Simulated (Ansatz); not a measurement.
SiGe:
```
CELL_PARAMETERS angstrom
      3.92333     0.00000     0.00000
      0.00000     3.92812     0.00000
      0.00000     0.00000     5.54304
ATOMIC_POSITIONS crystal
  Si 0.75000 0.00000 0.87998
  Si 0.25000 0.00000 0.12002
  Ge 0.25000 0.50000 0.36941
  Ge 0.75000 0.50000 0.63059
```

Relaxed with r²SCAN.

Map the valence electron density (e/Å³), cut off at 0.5 on the plane through (0.750, 0.000, 0.880) spanned by u = [0, 1, 0] and v = [0, 0, 1] in lattice vectors, from r²SCAN in the plane-wave PAW code Ansatz.

x is the fraction of u, y of v (the angle between them is 90°; rows are the nearest grid lines); atoms in the plane: Si at (0.00, 0.00), Ge at (0.50, 0.75).
```
| .-*##+=--:--=+##*-. |
|.:=%@%#*+===+*#%@%=:.|
|-=#@@@@%#####%@@@@#=-|
|##%@@@@@@@@@@@@@@@%##|
|***#@@@@@@@@@@@@@#***|
|==+*#@@@@@@@@@@@#*+==|
|::-=*%@@@@@@@@@%*=-::|
| ..:-+@@@@@@@@@+-:.. |
|   .:=*@@@@@@@*=:.   |
|    .:=#@@@@@#=:.    |
|    ..-=*###*=-..    |
|     .::-===-::.     |
|       .......       |
|          .          |
|                     |
|                     |
|                     |
|:::..           ..:::|
|==-:..         ..:-==|
|*+=-:..       ..:-=+*|
|##*+-:.       .:-+*##|
|--=++=-:.. ..:-=++=--|
|..-+*+=-:...:-=+*+-..|
| .-*##+=--:--=+##*-. |
```
Scale: ten equal steps from 0.019 (start of ' ') to 0.500 (end of '@'), in the order ' .:-=+*#%@'; x runs from 0.000 to 1.00, y from 0.000 (bottom) to 1.00 (top).

The density is the valence pseudo-density with augmentation charge, so density and ELF within about 1 Å of a nucleus are not all-electron values.

Space group Pmma. The start of the workflow was typed in or built on a structure type; neither database checked (COD, Materials Project) lists it. Whether it is the stable phase at ambient conditions was not checked. Symmetry was held in the r²SCAN relaxation; whether a distortion lowers the energy is not shown.

Potentials: the later of the program's two PAW sets.
